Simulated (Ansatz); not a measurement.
Input file for Ansatz (a first-principles code):

Ansatz 0.2 input:
```yaml
crystal:
  lattice:
    - [-1.575414503, 1.575414503, 2.473180021]
    - [1.575414503, -1.575414503, 2.473180021]
    - [1.575414503, 1.575414503, -2.473180021]
  atoms:
    - { symbol: In, position: [0.0, 0.0, 0.0] }
kpoints:
  mp_grid: { grid: [26, 26, 26] }
hamiltonian:
  xc: lda
  pseudopotentials: { kind: paw }
scf:
  occupations: { method: fermi_dirac, width: 0.1 }
elastic: { mode: relaxed_ion, stencil: two_point, amplitude: 0.005, f_tol: 0.0005 }
```

Output (shortened):

```
Pseudopotential: In, paw, valence charge 13
Functional definition: SPW92
Crystal: 1 atoms, lattice volume = 24.553 Å³
Basis set: ecut = 420 eV, 493 PW (Γ)
Bands: 11, of which v1, the nominal top of the filled ones, is band 7 counted from 1 (6 counted from 0)
Symmetry: 16 space group operations
Space group: I4/mmm (ITA 139), of the structure as read, at distance tolerance 2.9e-5 Å
k-points: 1330 of 17576
SCF 1 converged in 7 iterations: F = -5457.170115 eV  dr2 = 8.67e-14
Crystal: 1 atoms, lattice volume = 24.430 Å³
Basis set: ecut = 420 eV, 485 PW (Γ)
Symmetry: 8 space group operations
k-points: 2471 of 17576
SCF 2 converged in 7 iterations: F = -5457.169852 eV  dr2 = 2.55e-15
Crystal: 1 atoms, lattice volume = 24.676 Å³
SCF 3 converged in 5 iterations: F = -5457.170099 eV  dr2 = 2.10e-15
Crystal: 1 atoms, lattice volume = 24.430 Å³
SCF 4 converged in 6 iterations: F = -5457.169950 eV  dr2 = 7.61e-15
Crystal: 1 atoms, lattice volume = 24.676 Å³
Basis set: ecut = 420 eV, 501 PW (Γ)
SCF 5 converged in 5 iterations: F = -5457.170056 eV  dr2 = 8.17e-16
Crystal: 1 atoms, lattice volume = 24.553 Å³
Symmetry: 4 space group operations
k-points: 4578 of 17576
SCF 6 converged in 6 iterations: F = -5457.170104 eV  dr2 = 1.26e-14
Crystal: 1 atoms, lattice volume = 24.553 Å³
SCF 7 converged in 4 iterations: F = -5457.170104 eV  dr2 = 4.28e-14
Crystal: 1 atoms, lattice volume = 24.553 Å³
SCF 8 converged in 6 iterations: F = -5457.170097 eV  dr2 = 2.25e-15
Crystal: 1 atoms, lattice volume = 24.553 Å³
SCF 9 converged in 5 iterations: F = -5457.170097 eV  dr2 = 3.59e-15
SCF converged after 7 iterations
Free energy (F): -5457.170115 eV
Harris-Foulkes:  -5457.170115 eV  (|F-HF|=0.00e0)
Internal energy: -5457.156555 eV  (E = F + TS)
E sigma→0 (E₀):  -5457.163335 eV
Entropy (-TS):   -0.013560 eV (-13.560 meV/atom)
Fermi energy:    10.794649 eV
--- Per-component energies (eV) ---
  E_band       = -16.413475
  E_kinetic    = 242.860009
  E_local      = -1039.623156  (includes V_loc(G=0)·N_el)
  E_nonlocal   = 369.205358
  E_hartree    = 406.240749
  E_xc         = -214.529538
  E_vxc        = -102.192739  (∫ρ·V_xc dr)
  E_paw        = -4012.794795  (= ΣΔE_a)
  E_vpaw       = -299.144472  (= ΣTr[D̂ρ^β])
  E_aug_tail   = 0.000025  (compensation charges beyond the density's cutoff)
  E_ewald      = -1208.799743
  E_core_change = 0.284536  (= ΣΔE_core)
  E_smearing   = -0.013560  (= −TS)
  E_closure    = 0.000000  (closes the sum)
  Σ components = -5457.170115   (vs F -5457.170115, Δ=0.00e0)
--- Forces (eV/Å), atoms counted from 1 ---
  atom   1  In     0.00000000     0.00000000     0.00000000
  max |Σ_I F_I| component: 0.0 eV/Å
--- Stress (GPa, compression-positive) ---
        0.156977       0.000000       0.000000
        0.000000       0.156977       0.000000
        0.000000       0.000000       0.067620
  P = ⅓ Tr σ = 0.1272 GPa (1.272 kbar)
--- Band table (eV; the first three rows and the last of 1330) ---
  k-point 0: bands = ["-3.9338", "-3.7473", "-3.7473", "-3.6972", "-3.5214", "0.7764", "21.8018", "21.8018", "22.0424", "22.6856", "25.4101"]
  k-point 1: bands = ["-3.9254", "-3.7517", "-3.7433", "-3.6945", "-3.5252", "0.8248", "21.4534", "21.6148", "21.6933", "22.4574", "25.6670"]
  k-point 2: bands = ["-3.9006", "-3.7647", "-3.7316", "-3.6869", "-3.5365", "0.9705", "20.6737", "20.9234", "21.1386", "21.9524", "25.8420"]
  k-point 1329: bands = ["-4.1265", "-3.9688", "-3.4159", "-3.3892", "-3.3892", "7.4878", "7.7321", "15.9736", "15.9736", "19.6945", "19.8288"]
--- Elastic constants: 4 strain directions × 2 members + reference (group order 16) ---
  dense FFT box of the reference and of every strained cell: 24×24×24
  strains applied: 11, 33, 23, 12; error gains …
  C = ∂σ_k/∂η_j (tension-positive GPa; Voigt order 11 22 33 23 13 12):
        72.546     34.749     44.845      0.000      0.000      0.000
        34.749     72.546     44.845      0.000      0.000      0.000
        44.712     44.712     58.144      0.000      0.000      0.000
         0.000      0.000      0.000      5.370      0.000      0.000
         0.000      0.000      0.000      0.000      5.370      0.000
         0.000      0.000      0.000      0.000      0.000      9.189
  reference stress σ⁰ (GPa):     -0.157     -0.157     -0.068      0.000      0.000      0.000
  moduli (Voigt/Reuss/Hill, GPa): K = 50.21/50.11/50.16   G = 9.25/7.47/8.36   E = 23.76   ν = 0.421
  mechanically stable: yes (min eigenvalue of sym C = 5.37 GPa)
  strain η (Voigt 11):  stress-route row diagonal C_11 = 72.55 GPa, energy-path curvature d²(F+E_count+ΔE)/dδ²/Ω₀ = 72.51 GPa
         δ    σ_11 (GPa)             F (eV)   n_scf  n_hpsi   n_pw
    -5.000e-3      -0.5308       -5457.1698524       7  542827    493   relax 0 steps, max|allowed force component| 0.00e0 eV/Å
     5.000e-3       0.1947       -5457.1700992       5  462708    499   relax 0 steps, max|allowed force component| 0.00e0 eV/Å
  strain η (Voigt 33):  stress-route row diagonal C_33 = 58.14 GPa, energy-path curvature d²(F+E_count+ΔE)/dδ²/Ω₀ = 58.19 GPa
         δ    σ_33 (GPa)             F (eV)   n_scf  n_hpsi   n_pw
    -5.000e-3      -0.3604       -5457.1699505       6  274721    493   relax 0 steps, max|allowed force component| 0.00e0 eV/Å
     5.000e-3       0.2210       -5457.1700557       5  248206    501   relax 0 steps, max|allowed force component| 0.00e0 eV/Å
  strain η (Voigt 23):  stress-route row diagonal C_44 = 5.37 GPa, energy-path curvature d²(F+E_count+ΔE)/dδ²/Ω₀ = 5.42 GPa
         δ    σ_23 (GPa)             F (eV)   n_scf  n_hpsi   n_pw
    -5.000e-3      -0.0268       -5457.1701042       6  931407    494   relax 0 steps, max|allowed force component| 0.00e0 eV/Å
     5.000e-3       0.0269       -5457.1701042       4  828363    494   relax 0 steps, max|allowed force component| 0.00e0 eV/Å
  strain η (Voigt 12):  stress-route row diagonal C_66 = 9.19 GPa, energy-path curvature d²(F+E_count+ΔE)/dδ²/Ω₀ = 9.31 GPa
         δ    σ_12 (GPa)             F (eV)   n_scf  n_hpsi   n_pw
    -5.000e-3      -0.0459       -5457.1700968       6  479788    495   relax 0 steps, max|allowed force component| 0.00e0 eV/Å
     5.000e-3       0.0459       -5457.1700968       5  483839    495   relax 0 steps, max|allowed force component| 0.00e0 eV/Å
```

Cost: about 6 core-minutes (a rough figure) on shared cores.

The cell was relaxed with LDA under the symmetry of its start. As this level gives no gap, shear constants depend on the k-mesh and smearing (Fermi–Dirac, 0.1 eV here). Axis ratios of metals converge slowly with the k-mesh, so a and c are less sure than the volume. Scalar-relativistic: spin–orbit coupling is off unless named, which matters more the heavier the elements.

Potentials: the later of the program's two PAW sets.

Ansatz is a plane-wave DFT program.
